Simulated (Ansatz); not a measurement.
TiB2 (AlB2 type, space group P6/mmm)

```
CELL_PARAMETERS angstrom
      3.03199     0.00000     0.00000
     -1.51599     2.62578     0.00000
      0.00000     0.00000     3.22435
ATOMIC_POSITIONS crystal
  Ti 0.00000 0.00000 0.00000
  B  0.33333 0.66667 0.50000
  B  0.66667 0.33333 0.50000
```

A phonon eigenvector at Γ is frozen into this cell: atom i moves by Q times the vector below, so Q is the largest atomic displacement, in Å. The cell is held. It is one choice among 2 degenerate patterns.

```json
[
 {"atom": "Ti1", "x": "0.000", "y": "-0.452", "z": "0.000"},
 {"atom": "B2", "x": "0.000", "y": "1.000", "z": "0.000"},
 {"atom": "B3", "x": "0.000", "y": "1.000", "z": "0.000"}
]
```

Computed with PBE (plane waves to 420 eV, PAW, scalar-relativistic; Ansatz, an electronic-structure program). k mesh 18×18×14 (Γ-centred), Fermi-Dirac smearing 0.05 eV. Energies are smeared free energies. With partly filled bands, energies and forces of such displacements shift with the k mesh and the smearing. TiB2 is run without spin polarisation. TiB2 was relaxed with its symmetry unable to fall. ΔE is measured from the undisplaced structure.

Task: Estimate the ΔE (meV/cell) for Q (Å) = -0.180, -0.150, -0.120, -0.030, 0.030, 0.060, 0.090, 0.150.

Result: 
```tsv
Q (Å)	ΔE (meV/cell)
-0.180	480
-0.150	334
-0.120	214
-0.030	13
0.030	13
0.060	54
0.090	121
0.150	334
```

(A displaced cell: forces are minus the slopes of the energy, force constants its curvatures, and phonons follow from these.)
